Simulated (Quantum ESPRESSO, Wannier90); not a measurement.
# Wannier functions of RbAu (CsCl type)

```
CELL_PARAMETERS angstrom
      4.10459     0.00000     0.00000
      0.00000     4.10459     0.00000
      0.00000     0.00000     4.10459
ATOMIC_POSITIONS crystal
  Rb 0.50000 0.50000 0.50000
  Au 0.00000 0.00000 0.00000
```

Cell from Materials Project (mp-30373), symmetrised, no further relaxation. COD (Crystallography Open Database) has an entry of this formula and space group (matched by these alone). Computed values, not measurements, from PBEsol: Quantum ESPRESSO (norm-conserving PseudoDojo potentials, cutoff 61 Ry, spinors with spin-orbit coupling) on a Γ-centred 6×6×6 mesh, then Wannier90. Density: 10×10×10 mesh, cold smearing 0.01 Ry. The gap is small at this level and was sampled on the meshes and a path alone.

Base run: 36 functions from bands 17-74 of the 74 computed, start hydrogen-like Rb: s;p;d; Au: s;p;d, centres 0.05 Å off the atoms, frozen window up to 1.64 eV relative to the valence-band maximum, outer window open. One setting was then changed (edges relative to the valence-band maximum; misfit to pw.x on a path, for states up to 1.1 eV relative to the valence-band maximum).

```csv
run,Ω_I (Å²),rms misfit (meV),worst (meV)
base,52.28,2.4,24
changed,51.64,115,767
```

Task: Which change was made?
A. only the lowest 47 of the kept bands
B. frozen window to 0.64 eV
C. no frozen window

Result: C, no frozen window. The others give:

```csv
run,Ω_I (Å²),rms misfit (meV),worst (meV)
frozen window to 0.64 eV,52.14,25,346
only the lowest 47 of the kept bands,64.62,1.1,6.3
```
